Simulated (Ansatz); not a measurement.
## hcp against fcc along the alkali metals

These are results of DFT, BLYP, plane waves (420 eV) with PAW, scalar-relativistic in Ansatz, not measurements. The PAW files were generated under PBE, with cores re-solved for the functional.

Each structure is relaxed within its symmetry, in the lowest magnetic state of the tried starts. Differences under about 8 meV lie within the error of the k-point mesh.

```json
{"element": "Li", "E(hcp) − E(fcc) (meV/atom)": "?", "V(hcp) (Å³/atom)": "?", "V(fcc) (Å³/atom)": "?", "state of hcp": "?", "state of fcc": "?"}
{"element": "Na", "E(hcp) − E(fcc) (meV/atom)": "-1", "V(hcp) (Å³/atom)": "37.47", "V(fcc) (Å³/atom)": "37.42", "state of hcp": "spin not included", "state of fcc": "spin not included"}
{"element": "K", "E(hcp) − E(fcc) (meV/atom)": "-1", "V(hcp) (Å³/atom)": "75.93", "V(fcc) (Å³/atom)": "75.93", "state of hcp": "spin not included", "state of fcc": "spin not included"}
{"element": "Rb", "E(hcp) − E(fcc) (meV/atom)": "-1", "V(hcp) (Å³/atom)": "95.68", "V(fcc) (Å³/atom)": "95.87", "state of hcp": "spin not included", "state of fcc": "spin not included"}
{"element": "Cs", "E(hcp) − E(fcc) (meV/atom)": "-1", "V(hcp) (Å³/atom)": "124.87", "V(fcc) (Å³/atom)": "124.50", "state of hcp": "spin not included", "state of fcc": "spin not included"}
```

(1) Fill in the row of Li.

## Answers

(1) E(hcp) − E(fcc) (meV/atom): 0; V(hcp) (Å³/atom): 20.05; V(fcc) (Å³/atom): 20.02; state of hcp: spin not included; state of fcc: spin not included.
